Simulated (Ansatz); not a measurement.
Fe: pressure against volume

Fe, Im-3m, a = 2.786 Å. Ansatz: PBEsol, PAW, 420 eV, Γ-centred 20×20×20 mesh on 1 atom, Gaussian smearing 0.10 eV; collinear spin, largest moment 2.1 μB. Symmetry fixes shape and atoms, so the cell is only scaled; pressure is positive in compression.

| V (Å³/atom) | P (GPa) |
| --- | --- |
| 9.513 | ? |
| 9.837 | 27.36 |
| 10.161 | 16.78 |
| 10.486 | 7.75 |
| 10.810 | 0.00 |
| 11.134 | -6.12 |
| 11.459 | -10.89 |
| 11.891 | -16.66 |

Question: Take V0 = 10.810 Å³/atom, fit the third-order Birch–Murnaghan form to the other rows, and predict the missing pressure.

Answer: With the Eulerian strain f = ½[(V0/V)^(2/3) − 1] and y = P/[3f(1 + 2f)^(5/2)], the form is the line y = B0 + 1.5 B0 (B0′ − 4) f. Rows (f, y): 0.03245, 240.2; 0.02107, 239.4; 0.01025, 239.6; -0.00975, 219.8; -0.01906, 209.9; -0.03078, 211.5. Means f = 0.0006967, y = 226.73; Σ(Δf)² = 0.003005, ΣΔfΔy = 1.693; the slope is their ratio. y = 226.3 + 563.5 f GPa, so B0 = 226.3 GPa and B0′ = 4 + 2 × (563.5)/(3 × 226.3) = 5.66. At V = 9.513, f = 0.04447, y = 251.36 and P = 41.49 GPa. The run gave 39.88 GPa, so the fit is 1.61 GPa too high, 2.8 % of the span of the series, against an rms of 0.27 GPa on the fitted rows. The row lies outside the fitted range. The points of y bend away from a line: a fourth-order term fitted to them gives P = 40.64 GPa at this row's volume (the line 41.49, the run 39.88). The records add, with no proof that it causes the miss: the largest moment runs from 1.91 to 2.29 μB along the series.

The largest moment runs from 1.91 to 2.29 μB along the series, so B0 and B0′ hold the change of the moment too.